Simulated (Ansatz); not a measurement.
**Does relaxation matter for the field gradients of CsPbBr3 with iodine replacing Br?**

Start: a supercell of CsPbBr3 (cubic perovskite type, Pm-3m) built from a COD entry, with all atoms left at the host's positions.

Space group I4/mmm (No. 139); a = 11.7400, c = 11.7400 Å.

| site | Wyckoff | site symmetry | x | y | z |
| --- | --- | --- | --- | --- | --- |
| Cs | 8h | m.2m | 0.7500 | 0.2500 | 0.5000 |
| Pb5 | 4e | 4mm | 0.5000 | 0.5000 | 0.7500 |
| Pb6 | 4d | -4m2 | 0.0000 | 0.5000 | 0.7500 |
| I | 2a | 4/mmm | 0.5000 | 0.5000 | 0.5000 |
| Br10 | 4c | mmm. | 0.5000 | 0.0000 | 0.0000 |
| Br12 | 2b | 4/mmm | 0.5000 | 0.5000 | 0.0000 |
| Br13 | 16n | .m. | 0.5000 | 0.2500 | 0.7500 |

One atom of each set is listed; the run and its k-mesh use a cell of 20 atoms with edges of 10.17, 10.17, 10.17 Å.

The numbers come from a DFT calculation in Ansatz (PBE, plane waves and PAW, scalar-relativistic, 420 eV cutoff, Γ-centred 2×2×2 k-points, Fermi–Dirac smearing 0.01 eV).

The largest force at the start is 0.79 eV/Å. Relaxing the ions at fixed cell moves them by 0.089 Å at most (atom 5, Pb) and 0.030 Å rms.

```tsv
site	moved (Å)	first shell before	first shell after	V_zz before (10²¹ V/m²)	η before
Cs	0.008	1 I at 4.15 Å, 11 Br at 4.15 Å	11 Br at 4.14–4.17 Å, 1 I at 4.16 Å	-0.037	0.13
Pb5	0.089	5 Br at 2.93–2.94 Å, 1 I at 2.94 Å	5 Br at 2.85–2.94 Å, 1 I at 3.02 Å	-10.49	0.00
Pb6	0.000	6 Br at 2.94 Å	6 Br at 2.93–2.94 Å	<0.005	–
I	0.000	2 Pb at 2.94 Å, angle 180°	2 Pb at 3.02 Å, angle 180°	28.9	0.00
Br10	0.000	2 Pb at 2.93–2.94 Å, angle 180°	2 Pb at 2.93–2.94 Å, angle 180°	19.40	0.00
Br12	0.000	2 Pb at 2.93–2.94 Å, angle 180°	2 Pb at 2.85 Å, angle 180°	17.36	0.00
Br13	0.016	2 Pb at 2.94 Å, angle 180°	2 Pb at 2.93–2.94 Å, angle 179°	19.60	0.02
```

Question: How do the gradients change?

Answer: 

```csv
site,V_zz after,η after,change of V_zz
Cs,0.010,0.31,–
Pb5,-9.73,0.00,+0.76
Pb6,0.14,0.00,+0.14
I,27.1,0.00,-1.72
Br10,19.38,0.02,-0.02
Br12,18.60,0.00,+1.24
Br13,19.58,0.02,-0.02
```

The largest change of V_zz along a kept axis is on I, from 28.9 to 27.1. In per cent, |V_zz| changes by -7 on Pb, -6 on I, 0 to +7 on Br (all sites that start above 0.5). On Cs the largest principal value lies along another axis in the second run, so the two V_zz can't be compared directly.

The defect repeats with the cell of 20 atoms, so it feels its images: sites between two images don't show the values beside a lone defect, and zeros or small values of η there can come from the images' arrangement. Br carries a gradient in the pure host already, so the values there aren't the defect's effect alone. This high-symmetry form of CsPbBr3 is unstable when cold, to tilts of the octahedra. The symmetry of the cell holds that distortion back, wholly or in part, and it would change the field gradients, the more the larger the distortion. Spin–orbit coupling is left out, which shifts gradients on Pb by a few per cent, and by more where contributions nearly cancel.
Before: The neighbours have not yet relaxed around the defect (largest force 0.79 eV/Å), so a real crystal will differ.
After: The relaxation keeps the site symmetry 4/mmm of the start, so the impurity can't leave its site, and an angle of 180° at it is imposed, not found; a start off the site could end lower.
